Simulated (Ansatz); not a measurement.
MgTe:
```yaml
crystal:
  lattice:
    - [4.60877, 0.00000, 0.00000]
    - [-2.30439, 3.99132, 0.00000]
    - [0.00000, 0.00000, 7.49918]
  atoms:
    - { symbol: Mg, position: [0.66667, 0.33333, 0.00084] }
    - { symbol: Mg, position: [0.33333, 0.66667, 0.50084] }
    - { symbol: Te, position: [0.66667, 0.33333, 0.62436] }
    - { symbol: Te, position: [0.33333, 0.66667, 0.12436] }
```

Cartesian axes are those of the cell as given.

Task: Give the proper piezoelectric stress tensor with relaxed ions from DFT-PBE in the program Ansatz with PAW potentials.

Result: In C/m², rows x, y, z, Voigt columns; mesh uncertainty up to 0.00.
```
 0.00   0.00   0.00   0.00   0.07   0.00
 0.00   0.00   0.00   0.07   0.00   0.00
 0.09   0.09  -0.19   0.00   0.00   0.00
```

The elastic tensor of the same run (GPa):

|  | 1 | 2 | 3 | 4 | 5 | 6 |
|---|---|---|---|---|---|---|
| 1 | 51.2 | 27.6 | 23.0 | 0.0 | 0.0 | 0.0 |
| 2 | 27.6 | 51.2 | 23.0 | 0.0 | 0.0 | 0.0 |
| 3 | 23.0 | 23.0 | 55.4 | 0.0 | 0.0 | 0.0 |
| 4 | 0.0 | 0.0 | 0.0 | 10.6 | 0.0 | 0.0 |
| 5 | 0.0 | 0.0 | 0.0 | 0.0 | 10.6 | 0.0 |
| 6 | 0.0 | 0.0 | 0.0 | 0.0 | 0.0 | 11.8 |

Task: Convert to strain constants d = e·S.

Result: In pC/N:
```
 0.0   0.0   0.0   0.0   6.9   0.0
 0.0   0.0   0.0   6.9   0.0   0.0
 2.9   2.9  -5.9   0.0   0.0   0.0
```

Space group P6_3mc (wurtzite). Symmetry was held in the PBE relaxation; of distortions, only those at the zone centre were tested. Spin–orbit coupling is left out wherever it is not named.

Potentials: the later of the program's two PAW sets.
